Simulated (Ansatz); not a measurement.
## Clamped-ion strain scan in Ge

Method: Ansatz, DFT PBEsol, scalar-relativistic, plane waves, PAW. Cutoff 420 eV, Γ-centred 20×20×18 k-points, Gaussian smearing of 0.15 eV. No spin polarisation. Energies are free energies at this smearing, counted from the undisturbed cell; pressure is positive in compression.

The starting cell (as given, not relaxed at this level; it stands at -4.1 GPa; this form isn't the usual structure):

```
CELL_PARAMETERS angstrom
1.39715 -2.60052 0.00000
1.39715 2.60052 0.00000
0.00000 0.00000 2.69823
ATOMIC_POSITIONS crystal
Ge 0.50000 0.50000 0.00000
```

The cell is strained by ε times the Voigt pattern (1, 0, 0, 0, 0, 0) (xx, yy, zz, yz, xz, xy; engineering shear) with fractional coordinates fixed. The cell is metallic on the mesh throughout.

| ε | ΔE (meV/atom) |
| --- | --- |
| -0.0600 | 12.7 |
| -0.0450 | 1.6 |
| -0.0300 | -3.7 |
| -0.0150 | -4.1 |
| 0.0000 | 0.0 |
| 0.0150 | 7.7 |
| 0.0300 | 18.0 |
| 0.0450 | 30.3 |
| 0.0525 | 37.1 |
| 0.0600 | 44.4 |

Predict the pressure (GPa) at each point.

```
      ε  pressure (GPa)
-0.0600             1.0
-0.0450            -0.6
-0.0300            -1.9
-0.0150            -3.1
 0.0000            -4.1
 0.0150            -5.0
 0.0300            -5.8
 0.0450            -6.5
 0.0525            -6.8
 0.0600            -7.1
```